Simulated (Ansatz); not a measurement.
The relaxed structure here is a generated cell of TiRh: the first start was made by a random draw of sites in a space group, and the end was not matched to a known phase here, so it may be hypothetical.

A relaxed cell of TiRh (Pmmm (No. 47)), relaxed on a k-mesh at least as fine as the one used below. The numbers are results of PBEsol (plane waves to 420 eV, PAW, scalar-relativistic; Ansatz, an electronic-structure program), not measurements. Γ-centred k-mesh 12×5×9 on the run's cell (coarser than for final values), Fermi–Dirac smearing 0.05 eV.

```yaml
crystal:
  lattice:
    - [2.68674, 0.00000, 0.00000]
    - [0.00000, 6.56049, 0.00000]
    - [0.00000, 0.00000, 3.61759]
  atoms:
    - { symbol: Rh, position: [0.50000, 0.00000, 0.50000] }
    - { symbol: Rh, position: [0.50000, 0.50000, 0.50000] }
    - { symbol: Ti, position: [0.50000, 0.25000, 0.00000] }
    - { symbol: Ti, position: [0.50000, 0.75000, 0.00000] }
```

Every atom was then displaced, and the forces became (eV/Å):

```json
[
 {"atom": "Rh1", "Fx": "-0.71", "Fy": "0.15", "Fz": "-0.42"},
 {"atom": "Rh2", "Fx": "-0.43", "Fy": "0.86", "Fz": "0.31"},
 {"atom": "Ti3", "Fx": "0.21", "Fy": "-1.36", "Fz": "-0.39"},
 {"atom": "Ti4", "Fx": "0.94", "Fy": "0.35", "Fz": "0.51"}
]
```

Q: Which atom was moved farthest relative to the others, and in which direction?

A: Ti4, by (0.22, -0.01, -0.07) Å (0.24 Å, mean shift removed); the next is Rh1 with 0.18 Å. Its force makes an angle of 49° with its move.

All displacements (Å):

| atom | ux | uy | uz |
|---|---|---|---|
| Rh1 | -0.174 | -0.061 | 0.035 |
| Rh2 | -0.032 | -0.065 | -0.064 |
| Ti3 | -0.049 | 0.086 | 0.007 |
| Ti4 | 0.215 | -0.021 | -0.101 |

The undisplaced cell is probably no minimum: from this displacement the run went on to P4/mmm (No. 123), 0.68 eV/atom below it.

No spin polarisation in the result.
